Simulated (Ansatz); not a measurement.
**Profile along the Ni–Ni line in Ni (fcc, Cu type)**

Ni (fcc, Cu type)

```xyz
1
Lattice="0.0000 1.7594 1.7594 1.7594 0.0000 1.7594 1.7594 1.7594 0.0000" Properties=species:S:1:pos:R:3 pbc="T T T"
Ni     0.0000     0.0000     0.0000
```

Fields along a shortest Ni–Ni line of a {110} plane (2.49 Å), from Ni to Ni, interpolated on the slice's grid (step about 0.1 Å). Computed with PBE (plane waves to 420 eV, PAW, scalar-relativistic; Ansatz, an electronic-structure program). k mesh 23×23×23. Near the nuclei the fields are pseudised (PAW); where an atom keeps semicore shells as valence, they peak there. Ni was relaxed with its symmetry unable to fall. Relaxed Ni ends ferromagnetic. The PAW data are Ansatz's earlier set. Other magnetic orders were not checked, so this need not be the ground state.

| distance from Ni (Å) | valence electron density (e/Å³) | spin density, up minus down (e/Å³) | electron localisation function | ELF of the up spins | ELF of the down spins |
|---|---|---|---|---|---|
| 0.00 | 64.36 | 3.05 | x | x | x |
| 0.25 | 35.66 | 1.63 | x | x | x |
| 0.50 | 7.78 | 0.35 | x | x | x |
| 0.75 | 1.37 | 0.06 | 0.20 | 0.21 | 0.19 |
| 1.00 | 0.43 | 0.00 | 0.17 | 0.17 | 0.18 |
| 1.25 | 0.32 | -0.01 | 0.24 | 0.20 | 0.28 |
| 1.49 | 0.43 | 0.00 | 0.17 | 0.17 | 0.18 |
| 1.74 | 1.37 | 0.06 | 0.20 | 0.21 | 0.19 |
| 1.99 | 7.78 | 0.35 | x | x | x |
| 2.24 | 35.66 | 1.63 | x | x | x |
| 2.49 | 64.36 | 3.05 | x | x | x |

x: too close to a nucleus for the ELF to mean much.

Density on the Ni–Ni line (2.49 Å) at its midpoint: 0.32 e/Å³. ELF at that point: 0.2.
